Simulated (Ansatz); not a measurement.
## Al6CoNi5 (P4/mmm) at 2 levels of theory

One geometry, relaxed with PBE; plane waves with PAW potentials in Ansatz, scalar-relativistic. Collinear spin; the first row ends at -0.3 μB a primitive cell. Gaps are the least over mesh and band path; pressure is positive in compression.

Space group P4/mmm (No. 123). a = 2.885 Å, b = 2.885 Å, c = 17.353 Å, α = 90.00°, β = 90.00°, γ = 90.00°
```tsv
atom	site	symmetry	x	y	z
Al	2g	4mm	0.0000	0.0000	0.5814
Al	2g	4mm	0.0000	0.0000	0.7492
Al	2g	4mm	0.0000	0.0000	0.9162
Ni	2h	4mm	0.5000	0.5000	0.6653
Ni	2h	4mm	0.5000	0.5000	0.8325
Ni	1c	4/mmm	0.5000	0.5000	0.0000
Co	1d	4/mmm	0.5000	0.5000	0.5000
```

```csv
level,cutoff (eV),k mesh,gap (eV),pressure (GPa),largest moment (μB)
PBE,420,14×14×4,0,0.0,0.34
```

What comes out on the same cell with LDA?

```tsv
level	cutoff (eV)	k mesh	gap (eV)	pressure (GPa)	largest moment (μB)
LDA	420	14×14×4	0	-10.5	0.12
```

It was reached by relaxing an invented guess, and it needn't be the stable form of this composition.
